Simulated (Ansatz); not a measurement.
Input:

Bi2Pt:
```yaml
crystal:
  lattice:
    - [3.45953, 1.99775, 0.00000]
    - [-3.45953, 1.99775, 0.00000]
    - [-0.00038, 0.00000, 5.55220]
  atoms:
    - { symbol: Bi, position: [0.33335, 0.66665, 0.73248] }
    - { symbol: Bi, position: [0.66665, 0.33335, 0.26752] }
    - { symbol: Pt, position: [0.00000, 0.00000, 0.00000] }
```

This is the LDA-relaxed structure.

Task: All from plane-wave PAW LDA (Ansatz code), unless another level is named. Give the formation energy from the elements (no fitted shifts).

Result: -0.21 eV/atom.

Task: Next, the density of states at the Fermi level?

Result: 0.61 states/eV per atom (mean over ±0.08 eV).

Space group P-3m1. The first step of the workflow began from a Materials Project structure, measured or hypothetical; the Crystallography Open Database copy checked does not list it. COD files the formula under space group No. 205. Whether it is the stable phase at ambient conditions was not checked. The cell was relaxed with LDA under the symmetry of its start; whether a distortion lowers the energy is not shown. No spin polarisation was allowed. The references are the lowest solids computed at this level, not always the standard phases. Scalar-relativistic: spin–orbit coupling is off unless named, which matters more the heavier the elements.

Potentials: the later of the program's two PAW sets.
